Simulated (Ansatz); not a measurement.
## Property card for BaZn2O6

The calculation used DFT PBE, scalar-relativistic, plane waves, PAW in Ansatz 0.2.0.

Cutoff 420 eV; k points 8×8×8 on the computed 9-atom cell (Γ-centred); Gaussian smearing, width 0.10 eV; collinear spin from starting moments 0.0 0.1 0.1 0.9 0.9 0.9 0.9 0.9 0.9 μB.

The structure is relaxed at this level of theory with its symmetry kept, and needn't be the ground state of this composition.

```
CELL_PARAMETERS angstrom
0.00000 4.05048 4.05048
4.05048 0.00000 4.05048
4.05048 4.05048 0.00000
ATOMIC_POSITIONS crystal
Ba 0.00000 0.00000 0.00000
Zn 0.75000 0.75000 0.75000
Zn 0.25000 0.25000 0.25000
O 0.50000 0.00000 0.00000
O 0.00000 0.50000 0.50000
O 0.00000 0.50000 0.00000
O 0.50000 0.00000 0.50000
O 0.00000 0.00000 0.50000
O 0.50000 0.50000 0.00000
```

Formation energy from the elements' standard states (uncorrected)?

-0.596 eV/atom.

Kohn–Sham band gap?

none (metal).

Density of states at the Fermi level?

7.5 states/eV per cell.

Orbital (Löwdin) character within 0.5 eV of the Fermi level?

O 2p 91 %.

Bader charge by site (e)?

Ba (1 in the cell) 1.60, Zn (2 in the cell) 1.42, O (6 in the cell) -0.74.

Total moment?

5.65 μB per cell.

Moment by site (μB)?

Zn2 0.14, Zn3 0.14, O4 0.82, O5 0.82, O6 0.82, O7 0.82, O8 0.82, O9 0.82.

Spin-orbit coupling is left out, which matters for the bands of heavy elements.

Only this magnetic start was tried.

The cell was found from a structure generator's guess, not taken from experiment. Löwdin shares on free-atom orbitals overweight diffuse shells.
